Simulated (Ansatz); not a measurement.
## Sr₂Re, a known structure type with other elements, at an estimated volume

```
CELL_PARAMETERS angstrom
0.00000 4.62869 0.00000
4.62869 0.00000 0.00000
2.31435 2.31435 -8.16720
ATOMIC_POSITIONS crystal
Sr 0.50000 0.00000 0.00000
Sr 0.00000 0.50000 0.00000
Sr 0.32900 0.32900 0.34200
Sr 0.67100 0.67100 0.65800
Re 0.13800 0.13800 0.72400
Re 0.86200 0.86200 0.27600
```

Method: r2SCAN, spin-orbit coupling; PAW, plane waves to 500 eV, 6×6×6 Γ-centred mesh, gaussian occupations (width 0.0623 eV) (Ansatz 0.2.0), atoms fixed.

The state carries no moments; the state need not be the lowest.

What happens at the Fermi level?

It is a metal, with about 11 states/eV a cell as the mean within 0.25 eV of the Fermi level, mostly Re d (77 %).

Which atom feels the largest force, and which way?

The largest is on Sr3 (and as large on other atoms): 1.13 eV/Å, components (0.00, 0.00, -1.13). It makes 0° with the line to a nearest neighbour, Re5 at 3.12 Å, pointing towards it.

Give the Bader charges.

Bader charges in e: Sr +0.88 to +1.11, Re -1.92. In the mean Sr gives up most and Re takes most. There is one density maximum away from the nuclei.

What does the stress say?

The pressure is 3.3 GPa (compression positive), so with the atoms held at these fractions the cell would first expand; the forces are large, so a full relaxation may end otherwise. The principal stresses 2.6, 2.6, 4.8 GPa differ, so its shape would change too.

Is it stable against the elements?

1.54 eV an atom against the elements' usual phases (free molecules for gases, crystals otherwise, with no correction for O₂ or N₂), so at this geometry it isn't bound against them. Relaxing would lower it.

Origin: a known structure type with other elements, at an estimated volume, so it need not be a known compound.
